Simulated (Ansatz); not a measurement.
Cell and atoms are relaxed with the symmetry kept. Start:

```cif
data_structure
_symmetry_space_group_name_H-M 'I4/mmm'
_symmetry_Int_Tables_number 139
_cell_length_a 4.3800
_cell_length_b 4.3800
_cell_length_c 10.4800
_cell_angle_alpha 90.000
_cell_angle_beta 90.000
_cell_angle_gamma 90.000
_cell_volume 201.05
loop_
_atom_site_label
_atom_site_type_symbol
_atom_site_symmetry_multiplicity
_atom_site_Wyckoff_symbol
_atom_site_fract_x
_atom_site_fract_y
_atom_site_fract_z
_atom_site_occupancy
Sr1 Sr 2 a 0.00000 0.00000 0.00000 1
Si1 Si 4 e 0.00000 0.00000 0.38900 1
Ag1 Ag 4 d 0.00000 0.50000 0.25000 1
```

Theory: DFT PBEsol, scalar-relativistic, plane waves, PAW in Ansatz.

Settings: cutoff 420 eV, Γ-centred mesh 12×12×12 on the computed 5-atom cell, Gaussian smearing of 0.10 eV; no spin polarisation.

Question: What does it relax to?

Answer: The volume drops by 0.58 Å³/atom to 19.53 Å³/atom, and the energy falls by 5.0 meV/atom. Final structure:
```
Sr Si Ag
1.0
    -2.16696    2.16696    5.19886
     2.16696   -2.16696    5.19886
     2.16696    2.16696   -5.19886
Sr Si Ag
1 2 2
Direct
  0.00000 0.00000 0.00000
  0.38761 0.38761 0.00000
  0.61239 0.61239 0.00000
  0.75000 0.25000 0.50000
  0.25000 0.75000 0.50000
```